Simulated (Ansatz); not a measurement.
Values for one crystal, relaxed and computed with the program Ansatz at the LDA level (PAW); other levels are named.

```yaml
volume_per_atom: 25.58 Å³
electronic_character: metallic (no gap)
zone_centre_stability: no imaginary mode at Γ
Density of states at the Fermi level: 0.61 states/eV per atom (mean over ±0.08 eV)
Bulk modulus (Birch–Murnaghan fit): 57.6 GPa
Pressure derivative B′: 9.5
highest_zone_centre_frequency: 135 cm^-1
```

Task: Pick the material that matches.
A) Mg2Pt, I4/mcm (Mg on 8h, Pt on 4a)
B) SnPt, NiAs type
C) SnPt3, Cu3Au type
D) Bi2Pt, P-3m1 (Bi on 2d, Pt on 1a)

Result: D, Bi2Pt, P-3m1 (Bi on 2d, Pt on 1a)

The first step of the workflow began from a Materials Project structure, measured or hypothetical; the Crystallography Open Database copy checked does not list it. COD files the formula under space group No. 205. Whether it is the stable phase at ambient conditions was not checked. The cell was relaxed with LDA under the symmetry of its start. The run is not spin-polarised. As this level gives no gap, phonon frequencies hold no LO–TO term and depend on the k-mesh and smearing (Fermi–Dirac, 0.1 eV here). Point labels and valley counts follow the cell and symmetry of the run, lower than the named group. Scalar-relativistic: spin–orbit coupling is off unless named, which matters more the heavier the elements.

Potentials: the later of the program's two PAW sets.
